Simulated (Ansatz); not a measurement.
Crystals of one structure type (zinc blende) and one family of elements, relaxed and computed with plane-wave PAW PBEsol (Ansatz code).

```json
[
 {"crystal": "BN", "V (Å³/atom)": "5.86", "B₀ by P(V) fit (GPa)": "385"},
 {"crystal": "GaN", "V (Å³/atom)": "11.38", "B₀ by P(V) fit (GPa)": "188"},
 {"crystal": "BP", "V (Å³/atom)": "11.54", "B₀ by P(V) fit (GPa)": "169"},
 {"crystal": "BAs", "V (Å³/atom)": "13.55", "B₀ by P(V) fit (GPa)": "140"},
 {"crystal": "GaP", "V (Å³/atom)": "20.11", "B₀ by P(V) fit (GPa)": "?"},
 {"crystal": "GaAs", "V (Å³/atom)": "22.66", "B₀ by P(V) fit (GPa)": "69.0"},
 {"crystal": "InP", "V (Å³/atom)": "25.40", "B₀ by P(V) fit (GPa)": "66.7"}
]
```

Problem. Fit a straight line to ln B₀ against ln V and predict the withheld value.

Solution. Least squares on the 6 shown rows: ln B₀ = -1.24 × ln V + (8.175), with a scatter of 4.8 %. For GaP this gives 85.9. The run itself gave 84.8, a miss of 1.3 % of that.

All cells were relaxed under the symmetry of their starts (and spin orders); stability against distortions was not tested throughout. Scalar-relativistic: spin–orbit coupling is off unless named, which matters more the heavier the elements.

Potentials: the earlier of the program's two PAW sets. The files were generated under PBE; for other functionals the program regenerates the frozen cores, and for LDA and PBEsol the local potential too.
